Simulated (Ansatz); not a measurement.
SiC:
```cif
data_CSi
_chemical_formula_sum 'C1 Si1'
_space_group_name_H-M_alt 'P 1'
_space_group_IT_number 1
_cell_length_a 3.09694
_cell_length_b 3.09694
_cell_length_c 3.09694
_cell_angle_alpha 60.000
_cell_angle_beta 60.000
_cell_angle_gamma 60.000
loop_
_space_group_symop_operation_xyz
  'x, y, z'
loop_
_atom_site_label
_atom_site_type_symbol
_atom_site_fract_x
_atom_site_fract_y
_atom_site_fract_z
_atom_site_occupancy
C1 C 0.75000 0.75000 0.75000 1
Si1 Si 0.00000 0.00000 0.00000 1
```

Relaxed with PBE.

### Question
Which orbitals make up the states near the band edges in DFT-PBE in the program Ansatz with PAW potentials?

### Answer
Top 1 eV of the valence band: C 2p 82 %, Si 3p 14 %. Bottom 1 eV of the conduction band: Si 3p 50 %, C 2s 27 %, C 2p 6 %, outside the projected shells 16 %. Projections are on Löwdin-orthogonalised atomic valence shells; empty p or d shells of many metals are not among them.

### Question
Tabulate the density of states.

### Answer
States/eV per cell of 2 atoms, in 0.25 eV bins, energy from the valence-band maximum.

| E (eV) | total | C 2p | Si 3p | Si 3s |
|---|---|---|---|---|
| -7.85 | 0.29 | 0.14 | 0.08 | 0.06 |
| -7.60 | 0.48 | 0.24 | 0.11 | 0.11 |
| -7.35 | 0.88 | 0.44 | 0.15 | 0.25 |
| -7.10 | 1.40 | 0.69 | 0.19 | 0.44 |
| -6.85 | 0.74 | 0.35 | 0.13 | 0.18 |
| -6.60 | 0.53 | 0.25 | 0.10 | 0.11 |
| -6.35 | 0.42 | 0.20 | 0.08 | 0.08 |
| -6.10 | 0.37 | 0.17 | 0.07 | 0.06 |
| -5.85 | 0.31 | 0.15 | 0.06 | 0.05 |
| -5.60 | 0.29 | 0.14 | 0.06 | 0.04 |
| -5.35 | 0.46 | 0.24 | 0.13 | 0.04 |
| -5.10 | 0.71 | 0.39 | 0.22 | 0.05 |
| -4.85 | 0.72 | 0.40 | 0.22 | 0.05 |
| -4.60 | 0.69 | 0.39 | 0.21 | 0.05 |
| -4.35 | 0.68 | 0.38 | 0.20 | 0.05 |
| -4.10 | 0.74 | 0.42 | 0.22 | 0.05 |
| -3.85 | 0.80 | 0.46 | 0.24 | 0.05 |
| -3.60 | 0.82 | 0.48 | 0.25 | 0.04 |
| -3.35 | 0.97 | 0.59 | 0.30 | 0.04 |
| -3.10 | 1.14 | 0.71 | 0.35 | 0.04 |
| -2.85 | 1.12 | 0.71 | 0.34 | 0.04 |
| -2.60 | 1.11 | 0.72 | 0.32 | 0.03 |
| -2.35 | 1.08 | 0.72 | 0.30 | 0.03 |
| -2.10 | 1.08 | 0.74 | 0.28 | 0.02 |
| -1.85 | 1.07 | 0.75 | 0.26 | 0.02 |
| -1.60 | 1.06 | 0.77 | 0.25 | 0.01 |
| -1.35 | 1.06 | 0.80 | 0.23 | 0.01 |
| -1.10 | 0.98 | 0.75 | 0.19 | 0.01 |
| -0.85 | 0.68 | 0.54 | 0.11 | 0.01 |
| -0.60 | 0.51 | 0.42 | 0.07 | 0.00 |
| -0.35 | 0.39 | 0.33 | 0.04 | 0.00 |
| -0.10 | 0.16 | 0.14 | 0.01 | 0.00 |
| 0.15 | 0.00 | 0.00 | 0.00 | 0.00 |
| 0.40 | 0.00 | 0.00 | 0.00 | 0.00 |
| 0.65 | 0.00 | 0.00 | 0.00 | 0.00 |
| 0.90 | 0.00 | 0.00 | 0.00 | 0.00 |
| 1.15 | 0.00 | 0.00 | 0.00 | 0.00 |
| 1.40 | 0.00 | 0.00 | 0.00 | 0.00 |
| 1.65 | 0.04 | 0.00 | 0.02 | 0.00 |
| 1.90 | 0.07 | 0.00 | 0.04 | 0.00 |
| 2.15 | 0.10 | 0.01 | 0.05 | 0.00 |
| 2.40 | 0.13 | 0.01 | 0.06 | 0.00 |
| 2.65 | 0.17 | 0.02 | 0.08 | 0.00 |
| 2.90 | 0.20 | 0.02 | 0.09 | 0.01 |
| 3.15 | 0.24 | 0.03 | 0.11 | 0.01 |
| 3.40 | 0.28 | 0.04 | 0.13 | 0.01 |
| 3.65 | 0.32 | 0.05 | 0.14 | 0.01 |
| 3.90 | 0.37 | 0.06 | 0.16 | 0.02 |
| 4.15 | 0.43 | 0.08 | 0.19 | 0.02 |
| 4.40 | 0.51 | 0.10 | 0.21 | 0.03 |
| 4.65 | 0.65 | 0.15 | 0.26 | 0.05 |
| 4.90 | 0.92 | 0.23 | 0.35 | 0.07 |
| 5.15 | 0.92 | 0.22 | 0.35 | 0.09 |
| 5.40 | 0.91 | 0.16 | 0.32 | 0.14 |
| 5.65 | 0.93 | 0.14 | 0.31 | 0.17 |
| 5.90 | 0.65 | 0.10 | 0.21 | 0.13 |
| 6.15 | 0.58 | 0.09 | 0.19 | 0.12 |

Space group F-43m (zinc blende). The cell was relaxed with PBE under the symmetry of its start.

Potentials: the later of the program's two PAW sets.
